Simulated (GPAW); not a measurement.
## TaCrB4 and the effect of the functional

```
Ta Cr B
1.0
     3.06880    0.00000    0.00000
    -1.53440    2.65766    0.00000
     0.00000    0.00000    6.20777
Ta Cr B
1 1 4
Direct
  0.00000 0.00000 0.50000
  0.00000 0.00000 0.00000
  0.66667 0.33333 0.23345
  0.66667 0.33333 0.76655
  0.33333 0.66667 0.23345
  0.33333 0.66667 0.76655
```

The cell comes from a database or a generator and needn't be the stable form of this composition.

Kept alike: task band structure; k mesh 7 × 7 × 3; occupations fermi-dirac, width 0.05 eV; collinear spin, ferromagnetic start. Program: GPAW, potentials by row: the program's PAW data sets (release 1.2.1) made for this functional (LDA); PAW data sets generated for this functional (PBEsol); GPAW PAW data sets (gpaw-data 1.2.1) (r2SCAN on files made for PBE), cutoff 800 eV. The mesh is that of the run's cell of 6 atoms. No spin-orbit coupling.

| run | pressure (GPa) | largest site moment (μB) |
| --- | --- | --- |
| A | 1.81 | 2.24 |
| B | -4.51 | 1.68 |
| C | -12.90 | 1.53 |

Pressure is positive in compression; the values hold the error of the finite cutoff, so their zero can differ a little from the energy's minimum. For a metal such a mesh leaves the last digits unconverged. The runs hold the magnetic state that their start led to, which needn't be the lowest. Site moments count inside each atom's sphere or projector.

Q: The runs differ in the functional (and the potentials named above) alone: LDA; PBEsol; r2SCAN. Which run is which?

A: Run A is r2SCAN; run B is PBEsol; run C is LDA. The pressure runs from -12.90 (LDA) to 1.81 GPa (r2SCAN). The largest site moment runs from 1.53 (LDA) to 2.24 μB (r2SCAN).
